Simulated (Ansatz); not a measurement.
SnRu3C (anti-perovskite, Pm-3m) under volume change, plane-wave PAW PBEsol (Ansatz code), scaled uniformly.

```
V (Å³/atom)  E − E(relaxed) (meV/atom)  P (GPa)
-----------  -------------------------  -------
12.063                           109.3    32.12
12.461                            45.7    19.53
12.858                            10.8     8.93
13.256                             0.0     0.00
13.654                             9.6    -7.51
14.051                            36.3   -13.83
14.449                            77.4   -19.13
```

Task: What does a third-order Birch–Murnaghan fit give for V₀, B₀ and B′?

Result: V₀ = 13.26 Å³/atom, B₀ = 272 GPa, B′ = 4.7.

The start of the workflow was typed in or built on a structure type; neither database checked (COD, Materials Project) lists it. Whether it is the stable phase at ambient conditions was not checked. Symmetry was held in the PBEsol relaxation; its stability against distortions is not shown here. No spin polarisation was allowed. Spin–orbit coupling is left out wherever it is not named.

Potentials: the later of the program's two PAW sets.
